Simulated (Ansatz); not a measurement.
## CsPbCl3 (cubic perovskite): the band gap by level of theory

All numbers come from Ansatz 0.2.0. Non-magnetic throughout; all numbers are computed.

CsPbCl3 in the cubic perovskite structure, relaxed with r2SCAN. The symmetry is Pm-3m (No. 221, cubic); conventional cell a = 5.677 Å, 36.59 Å³ an atom. Around Cs lie 12 Cl at 4.01 Å; around Pb lie 6 Cl at 2.84 Å; around Cl lie 2 Pb at 2.84 Å and 4 Cs at 4.01 Å.

```
CELL_PARAMETERS angstrom
5.67707 0.00000 0.00000
0.00000 5.67707 0.00000
0.00000 0.00000 5.67707
ATOMIC_POSITIONS crystal
Cs 0.00000 0.00000 0.00000
Pb 0.50000 0.50000 0.50000
Cl 0.50000 0.50000 0.00000
Cl 0.50000 0.00000 0.50000
Cl 0.00000 0.50000 0.50000
```

Relaxed lattice by functional, symmetry kept:
```
functional  k mesh  a (Å)  volume (Å³/atom)
       PBE   6×6×6  5.733             37.69
    r2SCAN   4×4×4  5.677             36.59
    PBEsol   4×4×4  5.626             35.61
       LDA   4×4×4  5.530             33.82
```

Gaps on the r2SCAN cell, each the least over its mesh and the special points:
```json
{"level": "LDA", "k mesh": "4×4×4", "gap (eV)": "1.89", "kind": "direct", "edges": "R", "least direct gap (eV)": "1.89"}
{"level": "PBE", "k mesh": "4×4×4", "gap (eV)": "2.09", "kind": "direct", "edges": "R", "least direct gap (eV)": "2.09"}
{"level": "PBE+SOC", "k mesh": "4×4×4", "gap (eV)": "0.86", "kind": "direct", "edges": "R", "least direct gap (eV)": "0.86"}
{"level": "r2SCAN", "k mesh": "4×4×4", "gap (eV)": "2.46", "kind": "direct", "edges": "R", "least direct gap (eV)": "2.46"}
{"level": "HSE06", "k mesh": "4×4×4", "gap (eV)": "2.79", "kind": "direct", "edges": "R", "least direct gap (eV)": "2.79"}
{"level": "DDH-PBE0", "k mesh": "4×4×4", "gap (eV)": "3.52", "kind": "direct", "edges": "R", "least direct gap (eV)": "3.52"}
{"level": "PBE0", "k mesh": "4×4×4", "gap (eV)": "3.44", "kind": "direct", "edges": "R", "least direct gap (eV)": "3.44"}
{"level": "Hartree-Fock", "k mesh": "4×4×4", "gap (eV)": "8.04", "kind": "direct", "edges": "R", "least direct gap (eV)": "8.04"}
```
PBE: smearing of 0.02 eV; the others have fixed occupations.
Wave cutoffs: 420 eV, 500 eV (r2SCAN).

The HSE06 gap is direct at R: 2.79 eV. Spin-orbit coupling changes the PBE gap by -1.23 eV, to 0.86 eV.

r2SCAN covers 54 % of the step from PBE to HSE06. Spin-orbit coupling moves the least or the direct gap by up to 1.23 eV, so it has to be included where a tenth of an eV counts. Among these functionals the gap stays direct.

r2SCAN (ground state on 4×4×4): The clamped-ion dielectric constant comes out as 3.53 in all directions. Born charges, averaged over directions: Cs +1.29, Pb +3.87, Cl -1.72 e. PBE (ground state on 4×4×4): The clamped-ion dielectric constant comes out as 3.8 in all directions. Born charges, averaged over directions: Cs +1.31, Pb +3.89, Cl -1.73 e. The program warns that the response isn't settled on this k mesh.

Only the levels marked +SOC include spin-orbit coupling.

The meshes of the hybrids are coarse, so their gaps aren't converged to the digits shown.
